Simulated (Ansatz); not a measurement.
Li5Sn2:
```cif
data_Li15Sn6
_chemical_formula_sum 'Sn6 Li15'
_space_group_name_H-M_alt 'R-3m :H'
_space_group_IT_number 166
_space_group_name_Hall '-R 3 2"'
_cell_length_a 4.71379
_cell_length_b 4.71379
_cell_length_c 19.69266
_cell_angle_alpha 90.000
_cell_angle_beta 90.000
_cell_angle_gamma 120.000
loop_
_atom_site_label
_atom_site_type_symbol
_atom_site_symmetry_multiplicity
_atom_site_Wyckoff_symbol
_atom_site_fract_x
_atom_site_fract_y
_atom_site_fract_z
_atom_site_occupancy
Sn1 Sn 6 c 0.00000 0.00000 0.07311 1
Li1 Li 3 b 0.00000 0.00000 0.50000 1
Li2 Li 6 c 0.00000 0.00000 0.21341 1
Li3 Li 6 c 0.00000 0.00000 0.35436 1
```
(The calculation used a cell of 7 atoms; values per cell refer to that cell.)

Relaxed at zero pressure with plane-wave PAW r²SCAN (Ansatz code).

Task: The volume is lowered by 9 % and shape and atoms relax at that volume. What pressure results, and how do the axes share the change?

Result: 3.5 GPa; a -3.3 %, b -3.3 %, c -2.6 %; the energy rises by 17 meV/atom.

Task: Give the new structure.

Result: 
Space group R-3m, hexagonal axes (No. 166); a = b = 4.5574 Å, c = 19.1710 Å, α = β = 90.00°, γ = 120.00°

```
atom  site  symmetry       x       y       z
----  ----  --------  ------  ------  ------
Sn      6c        3m  0.0000  0.0000  0.0739
Li      3b       -3m  0.0000  0.0000  0.5000
Li      6c        3m  0.0000  0.0000  0.2133
Li      6c        3m  0.0000  0.0000  0.3528
```

The phase is kept; no other phase was compared at this pressure.

The workflow started from an entry of the Crystallography Open Database (COD). Its standing as an ambient phase is unchecked. The cell was relaxed with r²SCAN under the symmetry of its start; whether a distortion lowers the energy is not shown. Axis ratios of metals converge slowly with the k-mesh, so a and c are less sure than the volume. Spin–orbit coupling is left out wherever it is not named.

Potentials: the later of the program's two PAW sets.
